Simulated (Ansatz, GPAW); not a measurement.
**Fitting the PBE energy curve of GaGe3**

The structure is cubic, space group Pm-3m (No. 221). Conventional cell: a = 4.278 Å, b = 4.278 Å, c = 4.278 Å, α = 90.00°, β = 90.00°, γ = 90.00°. Ge (site symmetry 4/mmm) has 8 Ge at 3.03 Å and 4 Ga at 3.03 Å as nearest neighbours. Around Ga (site symmetry m-3m) lie 12 Ge at 3.03 Å.

The cell comes from a database or a generator and needn't be the stable form of this composition.

The cell was scaled at fixed shape and fractions and run with Ansatz, Ansatz PAW, cutoff 420 eV; PBE, k mesh 6 × 6 × 6 on the cell of 4 atoms, fermi-dirac occupations of 0.05 eV, no spin polarisation, no spin-orbit coupling. Energies are those that the program minimises, any entropy of the smearing included. For a metal such a mesh isn't converged to the digits shown.

```csv
V (Å³/atom),energy over the lowest row (meV/atom)
18.4048,13.398
18.7964,5.624
19.1880,1.286
19.5796,0.000
19.9712,1.443
20.3628,?
20.7544,11.426
```

**Question.** Fit the third-order Birch-Murnaghan form, give V0, B0 and B′, and predict the energy left open.

**Answer.** With y = (V0/V)^(2/3), E = E0 + (9 V0 B0/16) [(y - 1)³ B′ + (y - 1)² (6 - 4y)]. Least squares through the rows shown give V0 = 19.5607 Å³/atom, E0 = -0.006 meV, B0 = 56.14 GPa (1 eV/Å³ = 160.218 GPa) and B′ = 4.58, with a largest miss of 0.005 meV. At V = 20.3628 the form with these constants gives 5.341 meV; the run gave 5.345 meV an atom. Other set-ups at this level, from all their volumes (Å³/atom, GPa): GPAW, GPAW PAW data sets (gpaw-data 1.2.1): V0 19.467, B0 57.59.
